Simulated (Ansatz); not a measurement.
Starting cell, CaO (rock salt):

```
CaO
1.0
    0.00000     4.79479     4.79479
    2.39740     2.39740     4.79479
    2.39740     2.39740     0.00000
O Ca
2 2
Cartesian
  0.00000   0.00000   0.00000
  2.39740   4.79479   2.39740
  2.39740   2.39740   2.39740
  2.39740   4.79479   4.79479
```

The atoms are displaced by Q × the pattern below (from a DFPT mode at X = (0.5, 0.5, 0.0), largest move 1; Q in Å), at fixed cell. It is one choice among 2 degenerate patterns. (q is in reciprocal vectors of the primitive cell; the cell shown is doubled to hold the pattern.)

```json
[
 {"atom": "O1", "x": "0.000", "y": "0.610", "z": "0.000"},
 {"atom": "O2", "x": "0.000", "y": "-0.610", "z": "0.000"},
 {"atom": "Ca3", "x": "0.000", "y": "-1.000", "z": "0.000"},
 {"atom": "Ca4", "x": "0.000", "y": "1.000", "z": "0.000"}
]
```

These are r2SCAN (plane waves to 500 eV, PAW, scalar-relativistic; Ansatz, an electronic-structure program) values and carry that method's errors. k mesh 12×12×12 (Γ-centred), Fermi-Dirac smearing 0.05 eV. The energy includes the smearing's −TS. CaO was relaxed with its symmetry unable to fall. The zero of ΔE is the undisplaced structure.

Question: What ΔE (meV/cell) does the calculation give at Q (Å) = -0.083, -0.067, -0.050, -0.033, -0.017, 0.017, 0.067, 0.083?

Answer: 
```json
[
 {"Q (Å)": "-0.083", "ΔE (meV/cell)": "48.8"},
 {"Q (Å)": "-0.067", "ΔE (meV/cell)": "31.2"},
 {"Q (Å)": "-0.050", "ΔE (meV/cell)": "17.6"},
 {"Q (Å)": "-0.033", "ΔE (meV/cell)": "7.8"},
 {"Q (Å)": "-0.017", "ΔE (meV/cell)": "2.0"},
 {"Q (Å)": "0.017", "ΔE (meV/cell)": "2.0"},
 {"Q (Å)": "0.067", "ΔE (meV/cell)": "31.2"},
 {"Q (Å)": "0.083", "ΔE (meV/cell)": "48.8"}
]
```

(For displaced atoms, the force is minus the slope of the energy, and its curvature is a force constant, which sets phonon frequencies.)
